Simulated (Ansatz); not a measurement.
The relaxed structure here is a generated cell of Ru: the first start was made by placing the elements on the sites of a structure type, and the end was not matched to a known phase here, so it may be hypothetical. Known forms of Ru include space group No. 194.

A relaxed cell of Ru (R-3m (No. 166)), relaxed on a k-mesh at least as fine as the one used below. Level of theory: PBE (plane waves to 420 eV, PAW, scalar-relativistic; Ansatz, a first-principles code). Γ-centred k-mesh 7×14×14 on the run's cell (coarser than for final values), Fermi–Dirac smearing 0.05 eV.

```yaml
crystal:
  lattice:
    - [2.70391, 1.56110, 9.22054]
    - [-1.35195, 0.78055, 4.61027]
    - [0.00000, -1.56110, 4.61027]
  atoms:
    - { symbol: Ru, position: [0.04584, 0.09168, 0.09168] }
    - { symbol: Ru, position: [0.54584, 0.09168, 0.09168] }
    - { symbol: Ru, position: [0.45416, 0.90832, 0.90832] }
    - { symbol: Ru, position: [0.95416, 0.90832, 0.90832] }
```

The atoms are displaced by (Å):

```tsv
atom	ux	uy	uz
Ru1	-0.076	0.195	0.046
Ru2	0.075	0.029	0.011
Ru3	-0.049	-0.110	-0.024
Ru4	0.027	-0.054	0.102
```

Task: What forces (eV/Å) and pressure result?

Result: 
| atom | Fx | Fy | Fz |
|---|---|---|---|
| Ru1 | 0.44 | -1.11 | -0.75 |
| Ru2 | -0.60 | -0.11 | 0.13 |
| Ru3 | 0.96 | 0.98 | 0.50 |
| Ru4 | -0.80 | 0.24 | 0.12 |

Pressure +1.7 GPa.

Task: Estimate the energy cost of the displacement in the harmonic approximation and compare with the calculation.

Result: For a harmonic well ΔE = −½ Σ F·u = 0.260 eV a cell, or 65 meV/atom. The calculated energy relative to the undisplaced cell is +0.06 eV/atom, so the harmonic estimate holds well.

The undisplaced cell is probably no minimum: from this displacement the run went on to P6₃/mmc (No. 194), 0.46 eV/atom below it.

No spin polarisation in the result.
